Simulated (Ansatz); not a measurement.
This guess for Zr₃SiO is about to be relaxed.

```cif
data_structure
_symmetry_space_group_name_H-M 'P4mm'
_symmetry_Int_Tables_number 99
_cell_length_a 3.9303
_cell_length_b 3.9303
_cell_length_c 4.0409
_cell_angle_alpha 90.000
_cell_angle_beta 90.000
_cell_angle_gamma 90.000
_cell_volume 62.42
loop_
_atom_site_label
_atom_site_type_symbol
_atom_site_symmetry_multiplicity
_atom_site_Wyckoff_symbol
_atom_site_fract_x
_atom_site_fract_y
_atom_site_fract_z
_atom_site_occupancy
Zr1 Zr 2 c 0.00000 0.50000 0.06422 1
Zr2 Zr 1 a 0.00000 0.00000 0.54897 1
Si1 Si 1 a 0.00000 0.00000 0.10004 1
O1 O 1 b 0.50000 0.50000 0.58254 1
```

These are results of DFT PBE, scalar-relativistic, plane waves, PAW (Ansatz), not measurements. Cutoff 420 eV, Gaussian smearing, Γ-centred meshes. Cell and atoms relax first on a coarse mesh and then on a finer one. In between, the cell is made exact in the group found at 0.06 Å. In metals the finer mesh still leaves noise of several meV/atom or more. The steps can't lower the symmetry of their start. No spin polarisation in the relaxation; trial moments died out in a coarse test.

A guess keeps its type if space group and coordination stay and the shape of the cell changes little (axis ratios within about 15 %, angles within 6°); the volume may change.

Question: Does this structure survive the relaxation?

Answer: It doesn't keep its type. The symmetry stays P4mm (No. 99). The volume per atom grows by 103.4 %, from 12.5 to 25.4 Å³. The shortest distance goes from 1.81 Å (Zr–Si) to 2.18 Å (Zr–O). The ratio c/a of the conventional cell changes by a factor of 1.49. Counting neighbours within 15 % of an atom's shortest distance, the start has O 12, Si 5, Zr 1/2 and the end O 4, Si 5, Zr 1/2. In detail, at the end Zr on a site of symmetry 2mm has 2 O at 2.18 Å, 2 Si at 2.73 Å and 6 Zr at 3.08–3.23 Å; Si has 5 Zr at 2.65–2.73 Å; O has 4 Zr at 2.18 Å; 1 more site not described.

Space group P4mm (No. 99). a = 4.361 Å, b = 4.361 Å, c = 6.675 Å, α = 90.00°, β = 90.00°, γ = 90.00°
| atom | site | symmetry | x | y | z |
| --- | --- | --- | --- | --- | --- |
| Zr | 2c | 2mm. | 0.0000 | 0.5000 | 0.8946 |
| Zr | 1a | 4mm | 0.0000 | 0.0000 | 0.5368 |
| Si | 1a | 4mm | 0.0000 | 0.0000 | 0.1402 |
| O | 1b | 4mm | 0.5000 | 0.5000 | 0.8939 |

The last run used a 10×10×6 mesh (in the run's order of axes) for its 5-atom cell and Gaussian smearing of 0.10 eV. A structure relaxed within its symmetry needn't be a true minimum. Another cell of Zr3SiO relaxed alike, in Pm-3m, lies 0.65 eV/atom lower, so this cell isn't the stable form at this level.

In counts of neighbours, a slash parts the counts of unlike sites.
